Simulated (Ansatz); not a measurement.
Input for Ansatz (plane-wave DFT, PAW):

```yaml
crystal:
  lattice:
    - [3.19007562, 0.0, 0.0]
    - [0.0, 3.86656054, 0.0]
    - [0.0, 0.0, 7.95246044]
  atoms:
    - { symbol: Cr, position: [0.0, 0.0, 0.10604032], spin: 2.64 }
    - { symbol: Cr, position: [0.5, 0.5, 0.89395968], spin: 2.64 }
    - { symbol: Cl, position: [0.0, 0.5, 0.68142194] }
    - { symbol: Cl, position: [0.5, 0.0, 0.31857806] }
    - { symbol: O, position: [0.5, 0.0, 0.9478179] }
    - { symbol: O, position: [0.0, 0.5, 0.0521821] }
basis:
  ecutwfc: 420
kpoints:
  mp_grid: { grid: [12, 10, 6] }
hamiltonian:
  xc: pbesol
scf:
  occupations: { method: gaussian, width: 0.02 }
output:
  forces: true
  stress: true
  eigenvalues: true
  populations: true
magnetization:
  spin_polarized: true
relax:
  adjacent_minimum: "off"
  f_tol: 0.005
  max_steps: 80
  cell: { stress_tol: 0.05 }
```

Launched with
```bash
ansatz run input.yaml --threads 2 --pin off --max-ram 5120MiB --backend cpu --events-out ev --progress --plain --runs-dir out
```

Method: Ansatz 0.2.0, DFT PBEsol, scalar-relativistic, plane waves, PAW.

Part of what the program printed, abridged (iterations and final results):

```
SCF iter   1: F=—  HF=-9949.151107 eV  |F-HF|=—  |Δ(HF+E_count)|=         —  Δρ=6.49e-2 (↑6.49e-2 ↓3.59e-2) dr2=2.58e1  dr2_m=9.16e-1  M=5.713 μB ∫|m|=5.859 μB  β_m=0.30  ethr=3.10e-3  ⟨swp⟩=6.8  Hψ=51172  notcnv=0
Mixer restart at iter 1: flushing history
spin=Collinear: Kerker preconditioning applied to the charge; magnetization (m = ρ↑ − ρ↓) channel mixes plain (no charge-response kernel on spin).
SCF iter   2: F=—  HF=-9947.423722 eV  |F-HF|=—  |Δ(HF+E_count)|=    1.73e0  Δρ=3.83e-2 (↑3.83e-2 ↓2.68e-2) dr2=9.84e0  dr2_m=5.55e-1  M=5.918 μB ∫|m|=6.016 μB  β_m=0.49  ethr=3.10e-3  ⟨swp⟩=3.0  Hψ=24662  notcnv=0  defer=671
spin=Collinear: Resta preconditioning applied to the charge; magnetization (m = ρ↑ − ρ↓) channel mixes plain (no charge-response kernel on spin).
SCF iter   3: F=—  HF=-9946.177149 eV  |F-HF|=—  |Δ(HF+E_count)|=    1.25e0  Δρ=1.43e-2 (↑1.43e-2 ↓1.17e-2) dr2=1.61e0  dr2_m=9.67e-2  M=6.000 μB ∫|m|=6.122 μB  β_m=0.59  ethr=3.10e-3  ⟨swp⟩=2.1  Hψ=18454  notcnv=0  defer=672
SCF iter   4: F=—  HF=-9945.967526 eV  |F-HF|=—  |Δ(HF+E_count)|=   2.10e-1  Δρ=5.82e-3 (↑4.86e-3 ↓5.82e-3) dr2=2.14e-1  dr2_m=3.40e-3  M=6.000 μB ∫|m|=6.165 μB  β_m=0.71  ethr=2.99e-3  ⟨swp⟩=2.0  Hψ=17170  notcnv=0  defer=671
SCF iter   5: F=—  HF=-9945.958681 eV  |F-HF|=—  |Δ(HF+E_count)|=         —  Δρ=5.21e-3 (↑5.21e-3 ↓3.67e-3) dr2=6.38e-2  dr2_m=1.29e-3  M=6.000 μB ∫|m|=6.187 μB  β_m=0.71  ethr=3.96e-4  ⟨swp⟩=2.0  Hψ=19486  notcnv=0  defer=671
Mixer restart at iter 5: flushing history
SCF iter   6: F=—  HF=-9945.958022 eV  |F-HF|=—  |Δ(HF+E_count)|=   6.59e-4  Δρ=3.16e-3 (↑3.16e-3 ↓3.00e-3) dr2=4.23e-2  dr2_m=1.87e-4  M=6.000 μB ∫|m|=6.185 μB  β_m=0.60  ethr=1.18e-4  ⟨swp⟩=2.0  Hψ=23533  notcnv=0  defer=671
SCF iter   7: F=—  HF=-9945.953798 eV  |F-HF|=—  |Δ(HF+E_count)|=   4.22e-3  Δρ=1.08e-3 (↑1.08e-3 ↓8.54e-4) dr2=7.41e-3  dr2_m=1.10e-4  M=6.000 μB ∫|m|=6.189 μB  β_m=0.80  ethr=7.84e-5  ⟨swp⟩=2.0  Hψ=19548  notcnv=0  defer=671
SCF iter   8: F=—  HF=-9945.957093 eV  |F-HF|=—  |Δ(HF+E_count)|=   3.30e-3  Δρ=5.96e-4 (↑5.96e-4 ↓3.41e-4) dr2=8.65e-4  dr2_m=2.28e-5  M=6.000 μB ∫|m|=6.190 μB  β_m=0.69  ethr=1.37e-5  ⟨swp⟩=2.0  Hψ=18682  notcnv=0  defer=671
SCF iter   9: F=—  HF=-9945.957332 eV  |F-HF|=—  |Δ(HF+E_count)|=   2.39e-4  Δρ=1.37e-4 (↑1.37e-4 ↓9.10e-5) dr2=5.42e-5  dr2_m=2.46e-6  M=6.000 μB ∫|m|=6.192 μB  β_m=0.77  ethr=1.60e-6  ⟨swp⟩=2.1  Hψ=21758  notcnv=0  defer=671
SCF iter  10: F=—  HF=-9945.957366 eV  |F-HF|=—  |Δ(HF+E_count)|=   3.41e-5  Δρ=6.55e-5 (↑6.55e-5 ↓3.71e-5) dr2=7.60e-6  dr2_m=6.64e-7  M=6.000 μB ∫|m|=6.192 μB  β_m=0.87  ethr=1.00e-7  ⟨swp⟩=2.0  Hψ=17802  notcnv=0  defer=671
SCF iter  11: F=—  HF=-9945.957377 eV  |F-HF|=—  |Δ(HF+E_count)|=   1.04e-5  Δρ=8.43e-6 (↑8.07e-6 ↓8.43e-6) dr2=3.33e-7  dr2_m=1.10e-8  M=6.000 μB ∫|m|=6.191 μB  β_m=0.94  ethr=1.41e-8  ⟨swp⟩=2.2  Hψ=18261  notcnv=0  defer=671
SCF iter  12: F=—  HF=-9945.957378 eV  |F-HF|=—  |Δ(HF+E_count)|=   8.35e-7  Δρ=6.90e-6 (↑6.90e-6 ↓5.11e-6) dr2=1.27e-7  dr2_m=1.71e-9  M=6.000 μB ∫|m|=6.191 μB  β_m=0.97  ethr=6.17e-10  ⟨swp⟩=2.1  Hψ=19762  notcnv=0  defer=671
SCF iter  13: F=—  HF=-9945.957378 eV  |F-HF|=—  |Δ(HF+E_count)|=   4.19e-8  Δρ=9.17e-7 (↑9.17e-7 ↓5.83e-7) dr2=1.71e-9  dr2_m=1.58e-10  M=6.000 μB ∫|m|=6.191 μB  β_m=0.98  ethr=2.34e-10  ⟨swp⟩=2.1  Hψ=17415  notcnv=0  defer=671
SCF iter  14: F=-9945.957378 eV  HF=-9945.957378 eV  |F-HF|=8.53e-10  |Δ(HF+E_count)|=   2.23e-9  Δρ=5.79e-7 (↑5.79e-7 ↓5.05e-7) dr2=1.20e-9  dr2_m=8.98e-12  M=6.000 μB ∫|m|=6.191 μB  ethr=3.16e-12  ⟨swp⟩=9.4  Hψ=46397  notcnv=0
SCF 1 converged in 14 iterations: F = -9945.957378 eV  dr2 = 1.20e-9
relax step   1: F+E_penalty+E_count = -9945.95737778 eV  Δ(F+E_penalty+E_count) = +0.000e0 eV  max|allowed force component| = 2.472e-1 eV/Å  Δτ_max = 0.0000 Å  P = -2.632 GPa  Ω = 98.091 Å³  (14 SCF iters, dr2 threshold 1.00e-7 eV, accepted)
Crystal: 6 atoms, lattice volume = 97.593 Å³
Basis set: ecut = 420 eV, 1929 PW (Γ), exchange–correlation on 48×54×108 points (8 copies of the dense FFT grid, shifted against one another)
Initial density: handed on by an earlier stage of this run
Starting moments: Σ|m| = 5.28 μB on 2 of 6 sites; this step starts from the density that it was given
Initial wavefunctions: those handed on with the density
SCF iter   1: F=—  HF=-9945.975284 eV  |F-HF|=—  |Δ(HF+E_count)|=         —  Δρ=2.01e-3 (↑2.01e-3 ↓1.17e-3) dr2=6.09e-3  dr2_m=5.85e-4  M=6.000 μB ∫|m|=6.176 μB  β_m=0.65  ethr=1.10e-5  ⟨swp⟩=2.0  Hψ=58388  notcnv=0
spin=Collinear: Resta preconditioning applied to the charge; magnetization (m = ρ↑ − ρ↓) channel mixes plain (no charge-response kernel on spin).
SCF iter   2: F=—  HF=-9945.974174 eV  |F-HF|=—  |Δ(HF+E_count)|=   1.11e-3  Δρ=9.53e-4 (↑9.53e-4 ↓8.64e-4) dr2=2.03e-3  dr2_m=6.41e-5  M=6.000 μB ∫|m|=6.176 μB  β_m=0.38  ethr=1.10e-5  ⟨swp⟩=2.0  Hψ=21505  notcnv=0
SCF iter   3: F=—  HF=-9945.974740 eV  |F-HF|=—  |Δ(HF+E_count)|=   5.66e-4  Δρ=4.67e-4 (↑4.67e-4 ↓3.85e-4) dr2=2.27e-4  dr2_m=6.54e-5  M=6.000 μB ∫|m|=6.175 μB  β_m=0.69  ethr=3.77e-6  ⟨swp⟩=2.0  Hψ=20815  notcnv=0
SCF iter   4: F=—  HF=-9945.976175 eV  |F-HF|=—  |Δ(HF+E_count)|=   1.43e-3  Δρ=2.49e-4 (↑1.56e-4 ↓2.49e-4) dr2=2.02e-4  dr2_m=7.13e-6  M=6.000 μB ∫|m|=6.174 μB  β_m=0.85  ethr=4.21e-7  ⟨swp⟩=2.0  Hψ=22848  notcnv=0
SCF iter   5: F=—  HF=-9945.976506 eV  |F-HF|=—  |Δ(HF+E_count)|=   3.30e-4  Δρ=5.99e-5 (↑5.99e-5 ↓5.20e-5) dr2=1.58e-5  dr2_m=3.71e-7  M=6.000 μB ∫|m|=6.172 μB  β_m=0.86  ethr=3.74e-7  ⟨swp⟩=2.5  Hψ=23309  notcnv=0
SCF iter   6: F=—  HF=-9945.976499 eV  |F-HF|=—  |Δ(HF+E_count)|=   6.81e-6  Δρ=5.87e-5 (↑5.87e-5 ↓2.85e-5) dr2=6.12e-6  dr2_m=2.27e-7  M=6.000 μB ∫|m|=6.172 μB  β_m=0.82  ethr=2.92e-8  ⟨swp⟩=2.0  Hψ=20392  notcnv=0
SCF iter   7: F=—  HF=-9945.976503 eV  |F-HF|=—  |Δ(HF+E_count)|=   4.20e-6  Δρ=6.09e-6 (↑6.09e-6 ↓5.55e-6) dr2=1.89e-7  dr2_m=2.88e-9  M=6.000 μB ∫|m|=6.172 μB  β_m=0.88  ethr=1.13e-8  ⟨swp⟩=2.1  Hψ=20772  notcnv=0
SCF iter   8: F=-9945.976503 eV  HF=-9945.976503 eV  |F-HF|=3.19e-8  |Δ(HF+E_count)|=   2.14e-7  Δρ=2.12e-6 (↑2.12e-6 ↓2.05e-6) dr2=3.08e-8  dr2_m=2.88e-10  M=6.000 μB ∫|m|=6.172 μB  ethr=3.50e-10  ⟨swp⟩=2.1  Hψ=39234  notcnv=0
SCF 2 converged in 8 iterations: F = -9945.976503 eV  dr2 = 3.08e-8
relax step   2: F+E_penalty+E_count = -9945.97650329 eV  Δ(F+E_penalty+E_count) = -1.913e-2 eV  max|allowed force component| = 6.779e-2 eV/Å  Δτ_max = 0.0257 Å  P = -0.942 GPa  Ω = 97.593 Å³  energy of the carried Pulay correction = +9.537e-4 eV  (8 SCF iters, dr2 threshold 6.00e-7 eV, accepted)
Crystal: 6 atoms, lattice volume = 97.549 Å³
SCF iter   1: F=—  HF=-9945.978726 eV  |F-HF|=—  |Δ(HF+E_count)|=         —  Δρ=1.63e-3 (↑1.63e-3 ↓8.96e-4) dr2=2.71e-3  dr2_m=5.49e-4  M=6.000 μB ∫|m|=6.164 μB  β_m=0.65  ethr=4.96e-6  ⟨swp⟩=2.0  Hψ=60661  notcnv=0
spin=Collinear: Resta preconditioning applied to the charge; magnetization (m = ρ↑ − ρ↓) channel mixes plain (no charge-response kernel on spin).
SCF iter   2: F=—  HF=-9945.978580 eV  |F-HF|=—  |Δ(HF+E_count)|=   1.46e-4  Δρ=7.07e-4 (↑7.07e-4 ↓5.47e-4) dr2=8.53e-4  dr2_m=7.60e-5  M=6.000 μB ∫|m|=6.163 μB  β_m=0.42  ethr=4.96e-6  ⟨swp⟩=2.0  Hψ=21436  notcnv=0
   ...
spin=Collinear: Resta preconditioning applied to the charge; magnetization (m = ρ↑ − ρ↓) channel mixes plain (no charge-response kernel on spin).
SCF iter   2: F=—  HF=-9945.979048 eV  |F-HF|=—  |Δ(HF+E_count)|=   3.68e-4  Δρ=3.48e-5 (↑3.48e-5 ↓2.29e-5) dr2=1.53e-7  dr2_m=6.03e-8  M=6.000 μB ∫|m|=6.161 μB  β_m=0.64  ethr=2.36e-9  ⟨swp⟩=2.0  Hψ=18255  notcnv=0
SCF iter   3: F=—  HF=-9945.979101 eV  |F-HF|=—  |Δ(HF+E_count)|=   5.28e-5  Δρ=2.48e-6 (↑2.48e-6 ↓2.04e-6) dr2=5.35e-9  dr2_m=3.42e-10  M=6.000 μB ∫|m|=6.161 μB  β_m=0.69  ethr=2.83e-10  ⟨swp⟩=2.0  Hψ=18475  notcnv=0
SCF iter   4: F=—  HF=-9945.979108 eV  |F-HF|=—  |Δ(HF+E_count)|=   6.64e-6  Δρ=9.63e-7 (↑8.16e-7 ↓9.63e-7) dr2=3.63e-9  dr2_m=4.54e-11  M=6.000 μB ∫|m|=6.161 μB  β_m=0.85  ethr=9.90e-12  ⟨swp⟩=2.7  Hψ=20294  notcnv=0
SCF iter   5: F=—  HF=-9945.979108 eV  |F-HF|=—  |Δ(HF+E_count)|=   8.67e-9  Δρ=4.57e-7 (↑4.57e-7 ↓4.03e-7) dr2=3.63e-10  dr2_m=6.31e-11  M=6.000 μB ∫|m|=6.161 μB  β_m=0.92  ethr=6.72e-12  ⟨swp⟩=2.1  Hψ=20410  notcnv=0
SCF iter   6: F=—  HF=-9945.979108 eV  |F-HF|=—  |Δ(HF+E_count)|=  4.18e-11  Δρ=3.84e-7 (↑3.84e-7 ↓2.30e-7) dr2=2.86e-10  dr2_m=7.15e-12  M=6.000 μB ∫|m|=6.161 μB  β_m=0.84  ethr=1.00e-12  ⟨swp⟩=2.1  Hψ=18497  notcnv=0
SCF iter   7: F=—  HF=-9945.979108 eV  |F-HF|=—  |Δ(HF+E_count)|=  1.89e-10  Δρ=5.43e-8 (↑5.00e-8 ↓5.43e-8) dr2=1.25e-11  dr2_m=8.24e-14  M=6.000 μB ∫|m|=6.161 μB  β_m=0.84  ethr=1.00e-12  ⟨swp⟩=2.1  Hψ=18163  notcnv=0
SCF iter   8: F=-9945.979108 eV  HF=-9945.979108 eV  |F-HF|=5.46e-12  |Δ(HF+E_count)|=  5.46e-12  Δρ=1.41e-8 (↑1.41e-8 ↓1.34e-8) dr2=1.03e-12  dr2_m=8.95e-15  M=6.000 μB ∫|m|=6.161 μB  ethr=1.00e-12  ⟨swp⟩=2.8  Hψ=32728  notcnv=0
SCF 5 converged in 8 iterations: F = -9945.979108 eV  dr2 = 1.03e-12
Crystal: 6 atoms, lattice volume = 98.114 Å³
SCF iter   1: F=—  HF=-9945.978415 eV  |F-HF|=—  |Δ(HF+E_count)|=         —  Δρ=6.02e-4 (↑6.02e-4 ↓3.36e-4) dr2=4.61e-4  dr2_m=1.05e-4  M=6.000 μB ∫|m|=6.162 μB  β_m=0.65  ethr=8.25e-7  ⟨swp⟩=3.1  Hψ=59109  notcnv=0
spin=Collinear: Resta preconditioning applied to the charge; magnetization (m = ρ↑ − ρ↓) channel mixes plain (no charge-response kernel on spin).
SCF iter   2: F=—  HF=-9945.978481 eV  |F-HF|=—  |Δ(HF+E_count)|=   6.60e-5  Δρ=2.48e-4 (↑2.48e-4 ↓1.49e-4) dr2=7.28e-5  dr2_m=1.61e-5  M=6.000 μB ∫|m|=6.162 μB  β_m=0.65  ethr=8.25e-7  ⟨swp⟩=2.0  Hψ=14930  notcnv=0
SCF iter   3: F=—  HF=-9945.978496 eV  |F-HF|=—  |Δ(HF+E_count)|=   1.52e-5  Δρ=6.19e-5 (↑6.19e-5 ↓4.71e-5) dr2=1.84e-5  dr2_m=3.63e-7  M=6.000 μB ∫|m|=6.161 μB  β_m=0.63  ethr=1.35e-7  ⟨swp⟩=2.0  Hψ=17364  notcnv=0
SCF iter   4: F=—  HF=-9945.978495 eV  |F-HF|=—  |Δ(HF+E_count)|=   6.97e-7  Δρ=2.17e-5 (↑2.17e-5 ↓2.13e-5) dr2=2.89e-6  dr2_m=3.99e-8  M=6.000 μB ∫|m|=6.161 μB  β_m=0.82  ethr=3.41e-8  ⟨swp⟩=2.0  Hψ=16178  notcnv=0
SCF iter   5: F=—  HF=-9945.978497 eV  |F-HF|=—  |Δ(HF+E_count)|=   1.37e-6  Δρ=9.18e-6 (↑9.18e-6 ↓7.95e-6) dr2=3.68e-7  dr2_m=7.50e-9  M=6.000 μB ∫|m|=6.161 μB  β_m=0.91  ethr=5.35e-9  ⟨swp⟩=2.0  Hψ=16753  notcnv=0
SCF iter   6: F=—  HF=-9945.978497 eV  |F-HF|=—  |Δ(HF+E_count)|=   4.48e-7  Δρ=6.24e-6 (↑6.24e-6 ↓2.36e-6) dr2=3.50e-8  dr2_m=6.92e-9  M=6.000 μB ∫|m|=6.161 μB  β_m=0.81  ethr=6.81e-10  ⟨swp⟩=2.0  Hψ=20496  notcnv=0
SCF iter   7: F=-9945.978497 eV  HF=-9945.978497 eV  |F-HF|=6.68e-9  |Δ(HF+E_count)|=   1.28e-8  Δρ=1.06e-6 (↑1.06e-6 ↓8.78e-7) dr2=3.41e-9  dr2_m=1.91e-10  M=6.000 μB ∫|m|=6.161 μB  ethr=3.56e-11  ⟨swp⟩=2.5  Hψ=44380  notcnv=0
SCF 6 converged in 7 iterations: F = -9945.978497 eV  dr2 = 3.41e-9
relax step   6: F+E_penalty+E_count = -9945.97849716 eV  Δ(F+E_penalty+E_count) = +6.106e-4 eV  max|allowed force component| = 2.211e-3 eV/Å  Δτ_max = 0.0095 Å  P = -0.003 GPa  Ω = 98.114 Å³  energy of the carried Pulay correction = -7.528e-4 eV  (7 SCF iters, dr2 threshold 1.92e-8 eV, accepted)
Crystal: 6 atoms, lattice volume = 98.297 Å³
SCF iter   1: F=—  HF=-9945.978126 eV  |F-HF|=—  |Δ(HF+E_count)|=         —  Δρ=3.13e-4 (↑3.13e-4 ↓1.70e-4) dr2=1.07e-4  dr2_m=2.85e-5  M=6.000 μB ∫|m|=6.161 μB  β_m=0.65  ethr=1.93e-7  ⟨swp⟩=3.1  Hψ=59816  notcnv=0
spin=Collinear: Resta preconditioning applied to the charge; magnetization (m = ρ↑ − ρ↓) channel mixes plain (no charge-response kernel on spin).
SCF iter   2: F=—  HF=-9945.978149 eV  |F-HF|=—  |Δ(HF+E_count)|=   2.34e-5  Δρ=1.27e-4 (↑1.27e-4 ↓7.21e-5) dr2=1.67e-5  dr2_m=4.34e-6  M=6.000 μB ∫|m|=6.161 μB  β_m=0.65  ethr=1.93e-7  ⟨swp⟩=2.0  Hψ=14958  notcnv=0
SCF iter   3: F=—  HF=-9945.978154 eV  |F-HF|=—  |Δ(HF+E_count)|=   4.31e-6  Δρ=2.39e-5 (↑2.39e-5 ↓1.90e-5) dr2=3.06e-6  dr2_m=5.81e-8  M=6.000 μB ∫|m|=6.161 μB  β_m=0.67  ethr=3.09e-8  ⟨swp⟩=2.1  Hψ=18043  notcnv=0
SCF iter   4: F=—  HF=-9945.978154 eV  |F-HF|=—  |Δ(HF+E_count)|=   4.73e-8  Δρ=1.03e-5 (↑1.03e-5 ↓1.00e-5) dr2=5.94e-7  dr2_m=7.55e-9  M=6.000 μB ∫|m|=6.161 μB  β_m=0.83  ethr=5.67e-9  ⟨swp⟩=2.2  Hψ=16704  notcnv=0
SCF iter   5: F=—  HF=-9945.978154 eV  |F-HF|=—  |Δ(HF+E_count)|=   2.77e-7  Δρ=4.91e-6 (↑4.91e-6 ↓4.16e-6) dr2=1.03e-7  dr2_m=1.73e-9  M=6.000 μB ∫|m|=6.161 μB  β_m=0.90  ethr=1.10e-9  ⟨swp⟩=2.0  Hψ=16478  notcnv=0
SCF iter   6: F=—  HF=-9945.978154 eV  |F-HF|=—  |Δ(HF+E_count)|=   9.23e-8  Δρ=3.24e-6 (↑3.24e-6 ↓1.24e-6) dr2=1.10e-8  dr2_m=1.65e-9  M=6.000 μB ∫|m|=6.161 μB  β_m=0.79  ethr=1.91e-10  ⟨swp⟩=2.0  Hψ=19507  notcnv=0
SCF iter   7: F=—  HF=-9945.978154 eV  |F-HF|=—  |Δ(HF+E_count)|=   3.85e-9  Δρ=4.94e-7 (↑4.94e-7 ↓4.73e-7) dr2=8.04e-10  dr2_m=4.77e-11  M=6.000 μB ∫|m|=6.161 μB  β_m=0.89  ethr=2.03e-11  ⟨swp⟩=2.0  Hψ=20444  notcnv=0
SCF iter   8: F=—  HF=-9945.978154 eV  |F-HF|=—  |Δ(HF+E_count)|=   2.10e-9  Δρ=1.68e-7 (↑1.68e-7 ↓1.29e-7) dr2=9.32e-11  dr2_m=2.34e-12  M=6.000 μB ∫|m|=6.161 μB  β_m=0.94  ethr=1.49e-12  ⟨swp⟩=2.0  Hψ=17818  notcnv=0
SCF iter   9: F=—  HF=-9945.978154 eV  |F-HF|=—  |Δ(HF+E_count)|=  1.69e-10  Δρ=4.68e-8 (↑3.41e-8 ↓4.68e-8) dr2=9.23e-12  dr2_m=1.80e-13  M=6.000 μB ∫|m|=6.161 μB  β_m=0.97  ethr=1.00e-12  ⟨swp⟩=2.2  Hψ=14671  notcnv=0
SCF iter  10: F=-9945.978154 eV  HF=-9945.978154 eV  |F-HF|=1.82e-12  |Δ(HF+E_count)|=  1.09e-11  Δρ=3.98e-8 (↑3.98e-8 ↓2.57e-8) dr2=3.48e-12  dr2_m=8.12e-14  M=6.000 μB ∫|m|=6.161 μB  ethr=1.00e-12  ⟨swp⟩=2.7  Hψ=36407  notcnv=0
SCF 7 converged in 10 iterations: F = -9945.978154 eV  dr2 = 3.48e-12
relax step   7: F+E_penalty+E_count = -9945.97815409 eV  Δ(F+E_penalty+E_count) = +3.431e-4 eV  max|allowed force component| = 3.133e-4 eV/Å  Δτ_max = 0.0048 Å  P = -0.001 GPa  Ω = 98.297 Å³  energy of the carried Pulay correction = -1.111e-3 eV  (10 SCF iters, accepted)
Basis set: ecut = 420 eV, 1929 PW (Γ), exchange–correlation on 48×54×120 points (8 copies of the dense FFT grid, shifted against one another)
SCF iter   1: F=—  HF=-9945.979070 eV  |F-HF|=—  |Δ(HF+E_count)|=         —  Δρ=6.82e-5 (↑6.82e-5 ↓3.71e-5) dr2=4.42e-7  dr2_m=3.21e-7  M=6.000 μB ∫|m|=6.161 μB  β_m=0.65  ethr=2.12e-7  ⟨swp⟩=3.7  Hψ=84518  notcnv=0
spin=Collinear: Resta preconditioning applied to the charge; magnetization (m = ρ↑ − ρ↓) channel mixes plain (no charge-response kernel on spin).
SCF iter   2: F=—  HF=-9945.979318 eV  |F-HF|=—  |Δ(HF+E_count)|=   2.48e-4  Δρ=2.44e-5 (↑2.44e-5 ↓1.36e-5) dr2=9.73e-8  dr2_m=3.97e-8  M=6.000 μB ∫|m|=6.161 μB  β_m=0.60  ethr=8.19e-10  ⟨swp⟩=2.7  Hψ=21739  notcnv=0
SCF iter   3: F=—  HF=-9945.979352 eV  |F-HF|=—  |Δ(HF+E_count)|=   3.36e-5  Δρ=5.58e-6 (↑5.58e-6 ↓3.45e-6) dr2=1.10e-8  dr2_m=1.73e-9  M=6.000 μB ∫|m|=6.161 μB  β_m=0.59  ethr=1.80e-10  ⟨swp⟩=2.0  Hψ=18166  notcnv=0
SCF iter   4: F=—  HF=-9945.979353 eV  |F-HF|=—  |Δ(HF+E_count)|=   1.60e-6  Δρ=4.17e-7 (↑4.17e-7 ↓3.89e-7) dr2=3.87e-10  dr2_m=1.69e-11  M=6.000 μB ∫|m|=6.161 μB  β_m=0.66  ethr=2.03e-11  ⟨swp⟩=2.0  Hψ=18392  notcnv=0
SCF iter   5: F=—  HF=-9945.979352 eV  |F-HF|=—  |Δ(HF+E_count)|=   1.17e-6  Δρ=2.19e-7 (↑2.19e-7 ↓1.91e-7) dr2=2.04e-10  dr2_m=4.35e-12  M=6.000 μB ∫|m|=6.161 μB  β_m=0.74  ethr=1.00e-12  ⟨swp⟩=3.0  Hψ=21675  notcnv=0
SCF iter   6: F=-9945.979352 eV  HF=-9945.979352 eV  |F-HF|=5.64e-11  |Δ(HF+E_count)|=  7.31e-10  Δρ=6.96e-8 (↑6.96e-8 ↓5.13e-8) dr2=2.52e-11  dr2_m=5.23e-13  M=6.000 μB ∫|m|=6.161 μB  ethr=1.00e-12  ⟨swp⟩=3.0  Hψ=41444  notcnv=0
SCF 8 converged in 6 iterations: F = -9945.979352 eV  dr2 = 2.52e-11
SCF converged after 6 iterations
Magnetization: 6.0000 μB (30.0000 up, 24.0000 down)
Absolute magnetization: 6.1628 μB (∫|ρ↑−ρ↓|, with the PAW one-centre terms)
Spin contamination: 0.0477 ħ² per cell (⟨S²⟩ above its minimum at these occupations)
Per-site moments (μB) at R_I (Å): [(2.37531473, 0.81048686), (2.37531473, 0.81048686), (0.01787676, 0.95110710), (0.01787676, 0.95110710), (0.00920103, 0.81048686), (0.00920103, 0.81048686)]
Free energy (F): -9945.979352 eV
Harris-Foulkes:  -9945.979352 eV  (|F-HF|=5.64e-11)
Internal energy: -9945.979352 eV  (E = F + TS)
E sigma→0 (E₀):  -9945.979352 eV
Fermi energy:    7.305748 eV
--- Per-component energies (eV) ---
  E_band       = -688.410279
  E_kinetic    = 1352.180055
  E_local      = -8724.892709  (includes V_loc(G=0)·N_el)
  E_nonlocal   = 320.227619
  E_hartree    = 3844.465940
  E_xc         = -631.623300
  E_vxc        = -780.552445  (∫ρ·V_xc dr)
  E_paw        = -3924.825915  (= ΣΔE_a)
  E_vpaw       = -544.310893  (= ΣTr[D̂ρ^β])
  E_aug_tail   = 0.005910  (compensation charges beyond the density's cutoff)
  E_ewald      = -2182.064390
  E_core_change = 0.547439  (= ΣΔE_core)
  E_smearing   =  0.000000  (= −TS)
--- Forces (eV/Å), atoms counted from 1 ---
  atom   1  Cr     0.00000000     0.00000000     0.00015809
  atom   2  Cr     0.00000000     0.00000000    -0.00015809
  atom   3  Cl     0.00000000     0.00000000    -0.00006375
  atom   4  Cl     0.00000000     0.00000000     0.00006375
  atom   5  O      0.00000000     0.00000000    -0.00005951
  atom   6  O      0.00000000     0.00000000     0.00005951
--- Stress (GPa, compression-positive) ---
        0.001535       0.000000       0.000000
        0.000000       0.013202       0.000000
        0.000000       0.000000       0.039713
  P = ⅓ Tr σ = 0.0181 GPa (0.181 kbar)
--- Band table (eV; the first three rows and the last of 336) ---
  k-point 0 ↑: bands = ["-66.1471", "-66.1283", "-37.6464", "-37.6367", "-37.6203", "-37.5752", "-37.5741", "-37.5701", "-13.2644", "-11.9179", "-8.9437", "-8.9292", "-0.2464", "0.1394", "0.7898", "0.8040", "2.1875", "2.6127", "3.4219", "3.4621", "3.5282", "3.7903", "3.7962", "4.5301", "4.9371", "5.4182", "5.7669", "5.8147", "6.5432", "6.9470", "7.8182", "8.3042", "8.6220", "8.6501", "11.3960", "13.1549"]
  k-point 1 ↑: bands = ["-66.1471", "-66.1283", "-37.6464", "-37.6367", "-37.6203", "-37.5752", "-37.5741", "-37.5701", "-13.2643", "-11.9179", "-8.9918", "-8.8803", "-0.2463", "0.0987", "0.7901", "0.8431", "2.1853", "2.6821", "3.3841", "3.5019", "3.5287", "3.7008", "3.8086", "4.5179", "4.9371", "5.4230", "5.7688", "5.8147", "6.5232", "6.9653", "7.7962", "8.3236", "8.6008", "8.6743", "11.5389", "13.1103"]
  k-point 2 ↑: bands = ["-66.1471", "-66.1283", "-37.6464", "-37.6367", "-37.6203", "-37.5752", "-37.5741", "-37.5701", "-13.2640", "-11.9179", "-9.0314", "-8.8392", "-0.2464", "0.0292", "0.7903", "0.9082", "2.1809", "2.8792", "3.3472", "3.4660", "3.5261", "3.5465", "3.8346", "4.4923", "4.9371", "5.4316", "5.7725", "5.8147", "6.4873", "6.9977", "7.7589", "8.3558", "8.5800", "8.7012", "11.9252", "12.8940"]
  k-point 167 ↓: bands = ["-63.1888", "-63.1888", "-34.8503", "-34.8503", "-34.6978", "-34.6978", "-34.6818", "-34.6818", "-11.9978", "-11.9978", "-8.2569", "-8.2569", "-0.4569", "-0.4569", "1.5387", "1.5387", "2.0598", "2.0598", "2.1392", "2.1392", "2.9302", "2.9302", "3.8293", "3.8293", "8.5577", "8.5577", "8.9748", "8.9748", "9.3197", "9.3197", "10.0618", "10.0618", "10.7351", "10.7351", "13.9161", "13.9161"]
--- Relaxed structure (6 steps of the walk, 6 accepted, 2 SCFs on fresh bases) ---
  F+E_penalty+E_count = -9945.97935230 eV   max|allowed force component| = 1.581e-4 eV/Å   (the final SCF, on the basis selected at the relaxed cell)
  cell:  # Å, volume = 98.2972 Å³
    - [3.16082573, 0.0, 0.0]
    - [0.0, 3.83311481, 0.0]
    - [0.0, 0.0, 8.11313992]
  atoms:
    - { symbol: Cr, position: [0.0, 0.0, 0.10365814] }
    - { symbol: Cr, position: [0.5, 0.5, 0.89634185] }
    - { symbol: Cl, position: [0.0, 0.5, 0.68940932] }
    - { symbol: Cl, position: [0.5, 0.0, 0.31059067] }
    - { symbol: O, position: [0.5, 0.0, 0.94968688] }
    - { symbol: O, position: [0.0, 0.5, 0.05031311] }
--- Löwdin populations: 6 sites ---
  site symbol q [e]    m [muB]
     0     Cr     12.9144     2.8833
     1     Cr     12.9144     2.8833
     2     Cl      7.2436     0.0413
     3     Cl      7.2436     0.0413
     4      O      6.7022     0.0284
     5      O      6.7022     0.0284
  spilling = 0.005176 (of n_electrons = 54.000000)
```

The relaxation met its thresholds.

Time: 4.4 min on 2 threads of Intel(R) Xeon(R) Platinum 8488C (Sapphire Rapids), on a shared host, peak memory 1.1 GiB.

Moments started parallel, and an antiferromagnetic order may lie lower. The cell holds layers, and where no dispersion correction was added their binding is poorly described.